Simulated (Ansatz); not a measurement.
Density of states of KLuS2

```yaml
crystal:
  lattice:
    - [1.97165, 1.13833, 7.29738]
    - [-1.97165, 1.13833, 7.29738]
    - [0.00000, -2.27666, 7.29738]
  atoms:
    - { symbol: K, position: [0.00000, 0.00000, 0.00000] }
    - { symbol: Lu, position: [0.50000, 0.50000, 0.50000] }
    - { symbol: S, position: [0.76704, 0.76704, 0.76704] }
    - { symbol: S, position: [0.23296, 0.23296, 0.23296] }
```

The cell is the one relaxed in the Materials Project (mp-1007636), not relaxed further here; entries there can be hypothetical.

No spin–orbit coupling, which matters for the heavy atoms here.

All numbers below come from DFT, LDA, all-electron LAPW, scalar-relativistic in Ansatz 0.2.0.

Sampling and basis: a Γ-centred 7×7×7 k mesh, Fermi–Dirac smearing of 0.02 eV, basis error target 1 meV/atom, no spin polarisation.

States per eV and cell, averaged over 0.4 eV, from -4.1 to 3.7 eV, with energies (bin centres) from the valence-band top; empty bins are left out. The partial columns, the largest 3 alone, are projections on Löwdin-orthogonalised atomic shells (those that the program's projection atoms carry: the occupied ones and, for some elements, an empty d or f shell; other empty shells have no column), summed over atoms of an element. Weights on diffuse s and p shells depend on that basis and aren't pure angular character.

```csv
E (eV),total,Lu 4f,S 3p,Lu 5d
-4.0,5.31,5.00,0.22,0.02
-3.6,30.05,29.41,0.45,0.09
-3.2,2.86,0.19,1.78,0.40
-2.8,1.78,0.08,1.16,0.24
-2.4,4.47,0.03,3.51,0.61
-2.0,2.05,0.02,1.53,0.38
-1.6,7.76,0.06,5.94,1.49
-1.2,3.94,0.06,3.36,0.33
-0.8,4.50,0.07,4.02,0.21
-0.4,2.03,0.03,1.87,0.06
0.0,0.25,0.00,0.23,0.01
2.4,0.48,0.00,0.04,0.33
2.8,1.48,0.00,0.16,1.03
3.2,2.39,0.00,0.22,1.67
3.6,1.20,0.00,0.08,0.83
```

(1) Which of the resolved shells contributes most in the top eV of the valence band?

(2) Where is the centre of the filled Lu 4f states between -13 eV and the top of the filled states?

Answers

(1) S 3p, with 90 % of all states there; Lu 5d follows with 4 %.

(2) -3.75 eV from the valence-band top.
